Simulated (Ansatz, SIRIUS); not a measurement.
This is a calculation of HfIn4SiO6 for SIRIUS 7.12.0. Atoms were shifted at random by some hundredths of an Å from the given cell, which wasn't relaxed again for these runs. The cell comes from a database or a generator and needn't be the stable form of this composition.

sirius.json

```json
{
  "control": {
    "processing_unit": "cpu",
    "verbosity": 2,
    "num_bands_to_print": 68,
    "print_forces": true,
    "print_stress": true
  },
  "parameters": {
    "electronic_structure_method": "pseudopotential",
    "xc_functionals": ["XC_GGA_X_PBE", "XC_GGA_C_PBE"],
    "gk_cutoff": 9.2,
    "pw_cutoff": 18.4,
    "ngridk": [6, 6, 4],
    "shiftk": [0, 0, 0],
    "smearing": "fermi_dirac",
    "smearing_width": 0.0018374661,
    "num_bands": 68,
    "num_mag_dims": 0,
    "num_dft_iter": 100,
    "energy_tol": 1e-08,
    "density_tol": 1e-06
  },
  "iterative_solver": {
    "type": "davidson",
    "min_tolerance": 1e-10
  },
  "mixer": {
    "type": "anderson",
    "beta": 0.7,
    "max_history": 8
  },
  "settings": {
    "tol_ne": 1e-10,
    "pseudo_grid_cutoff": 6.5
  },
  "unit_cell": {
    "lattice_vectors": [
      [5.132212695565, -8.888459108006, 0.015741418618],
      [5.132212695565, 8.888459108006, 0.015741418618],
      [-3.551078847091, 0.0, 13.986373274409]
    ],
    "atom_coordinate_units": "lattice",
    "atom_types": ["Hf", "In", "Si", "O"],
    "atom_files": {
      "Si": "Si.json",
      "O": "O.json",
      "In": "In.json",
      "Hf": "Hf.json"
    },
    "atoms": {
      "Hf": [
        [0.798139, 0.210495, 0.007866]
      ],
      "In": [
        [0.608137, 0.383817, 0.499267],
        [0.450365, 0.541611, -0.004089],
        [0.283857, 0.717387, 0.50237],
        [0.951909, 0.038045, 0.497634]
      ],
      "Si": [
        [0.113958, 0.871782, 0.002159]
      ],
      "O": [
        [0.055141, 0.109769, 0.858821],
        [0.87766, 0.940053, 0.133933],
        [0.796108, 0.543152, 0.860072],
        [0.467936, 0.202292, 0.129972],
        [0.146422, 0.626344, 0.139657],
        [0.368909, 0.8469, 0.867856]
      ]
    }
  }
}
```

Potentials or basis: PseudoDojo 0.4.1 PBE standard (scalar relativistic).

The run is started by

```bash
$ upf_to_json Si.upf
$ upf_to_json O.upf
$ upf_to_json In.upf
$ upf_to_json Hf.upf
$ OMP_NUM_THREADS=4 sirius.scf --input=sirius.json --output=out.json --task=0
```

What does the same run look like in Ansatz 0.2.0? Potentials or basis there: all-electron LAPW, scalar-relativistic.

As run (cutoffs and basis follow the program's own potentials, and thresholds, step limits or extra output files can differ):

The input input.yaml:

```yaml
crystal:
  lattice:
    - [2.71585, -4.70357, 0.00833]
    - [2.71585, 4.70357, 0.00833]
    - [-1.87915, 0.0, 7.40127]
  atoms:
    - { symbol: Hf, position: [0.798139, 0.210495, 0.007866] }
    - { symbol: In, position: [0.608137, 0.383817, 0.499267] }
    - { symbol: In, position: [0.450365, 0.541611, -0.004089] }
    - { symbol: In, position: [0.283857, 0.717387, 0.50237] }
    - { symbol: In, position: [0.951909, 0.038045, 0.497634] }
    - { symbol: Si, position: [0.113958, 0.871782, 0.002159] }
    - { symbol: O, position: [0.055141, 0.109769, 0.858821] }
    - { symbol: O, position: [0.87766, 0.940053, 0.133933] }
    - { symbol: O, position: [0.796108, 0.543152, 0.860072] }
    - { symbol: O, position: [0.467936, 0.202292, 0.129972] }
    - { symbol: O, position: [0.146422, 0.626344, 0.139657] }
    - { symbol: O, position: [0.368909, 0.8469, 0.867856] }
kpoints:
  mp_grid: { grid: [6, 6, 4] }
scf:
  occupations: { method: fermi_dirac, width: 0.05 }
hamiltonian:
  xc: pbe
  pseudopotentials: { kind: all_electron, lapw: { basis_error: 0.002 } }
output:
  forces: true
  stress: true
  eigenvalues: true
  populations: true
```

Potentials or basis: all-electron LAPW, scalar-relativistic.

Launch:

```bash
$ ansatz run input.yaml --threads 8 --pin off --max-ram 24576MiB --backend cpu --events-out ev --progress --plain --runs-dir out
```

Both were run:

|  | SIRIUS | Ansatz |
| --- | --- | --- |
| Pressure | -0.8 GPa | -0.3 GPa |
| Largest force | 1.338 eV/Å | 1.386 eV/Å |

Where Ansatz's input types no cutoff or centring, it takes its own default and a Γ-centred mesh.

Pressure is positive in compression.
